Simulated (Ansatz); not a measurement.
Theory: Ansatz 0.2.0, DFT PBE, scalar-relativistic, plane waves, PAW. All cells share a 420 eV cutoff and Γ-centred k meshes spaced at most about 0.3 Å⁻¹ (about 0.25 or finer for metals, 2π included). No spin polarisation in the final relaxations.

All energies are static (0 K, no zero-point motion). All come from trial cells, and lower structures may exist.

Question: Which of these relaxed structures of Ti3Si4Ni is the lowest in energy?
A.

Space group Pmm2 (No. 25). a = 3.643 Å, b = 6.835 Å, c = 4.597 Å, α = 90.00°, β = 90.00°, γ = 90.00°
| atom | site | symmetry | x | y | z |
| --- | --- | --- | --- | --- | --- |
| Ti | 1b | mm2 | 0.0000 | 0.5000 | 0.0000 |
| Ti | 1d | mm2 | 0.5000 | 0.5000 | 0.4900 |
| Ti | 1a | mm2 | 0.0000 | 0.0000 | 0.1312 |
| Si | 2g | m.. | 0.0000 | 0.7754 | 0.6021 |
| Si | 2h | m.. | 0.5000 | 0.2461 | 0.9850 |
| Ni | 1c | mm2 | 0.5000 | 0.0000 | 0.6108 |

B.

Space group Pm (No. 6). a = 4.885 Å, b = 3.631 Å, c = 6.717 Å, α = 90.00°, β = 101.47°, γ = 90.00°
```
atom  site  symmetry       x       y       z
  Ti    1a         m  0.9681  0.0000  0.4595
  Ti    1b         m  0.4884  0.5000  0.5654
  Ti    1a         m  0.8631  0.0000  0.9633
  Si    1a         m  0.4560  0.0000  0.2525
  Si    1a         m  0.3427  0.0000  0.7963
  Si    1b         m  0.0043  0.5000  0.7263
  Si    1b         m  0.0799  0.5000  0.2259
  Ni    1b         m  0.3915  0.5000  0.0109
```

Answer: B. It has space group Pm (No. 6); the next, A, with space group Pmm2 (No. 25), lies 56 meV/atom higher. Counting Si atoms around Ni and Ti (those within 1.25 times the shortest such distance or 1.15 times the sum of covalent radii, 1.27 where that leaves under three; a plus sign parts nearer from farther groups; a slash parts the counts of unlike sites), the lowest has Ti 6+1/7/6+2, Ni 6 and the next has Ti 6/8, Ni 6. The lowest and the next both hold Si–Si chains.

Trial moments died out on the coarse mesh in Pm and Pmm2; another magnetic start might hold. Cells relaxed within their symmetry can be saddle points. The Pm cell of Ti3Si4Ni came from shaking the Pmm2 one. Some candidate types were left out of the draw beforehand, so a known form may be missing.
